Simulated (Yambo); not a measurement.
```xyz
12
Lattice="5.2533 0.0000 0.0000 -2.6266 4.5495 0.0000 0.0000 0.0000 8.9458" Properties=species:S:1:pos:R:3 pbc="T T T"
O     -1.3133     2.2747     6.1355
O     -1.3133     2.2747     2.8103
O      2.6266     0.0000     6.1355
O      2.6266     0.0000     2.8103
O      1.3133     2.2747     6.1355
O      1.3133     2.2747     2.8103
Cl     0.0000     0.0000     0.0000
K      0.0000     0.0000     4.4729
As     2.6266     1.5165     7.1168
As     0.0000     3.0330     1.8290
As     0.0000     3.0330     7.1168
As     2.6266     1.5165     1.8290
```

The geometry is that of Materials Project entry mp-556233, symmetrised and not relaxed again.

Problem. Where are the main features of Im ε from RPA with local fields on LDA bands (Yambo; 3×3×2 mesh, 181 bands, 3 Ry local-field block, 0.2 eV broadening; field along x)?

Solution. Peaks at 4.0 eV (2.4), 5.6 eV (5.4), 6.8 eV (5.7), 8.9 eV (2.9), 10.4 eV (2.4), heights in brackets. Peak heights and small wiggles depend on the k mesh. Convergence of the RPA response with its 3×3×2 mesh was not tested. No excitonic effects at this level. 

Spin-orbit coupling is not included.
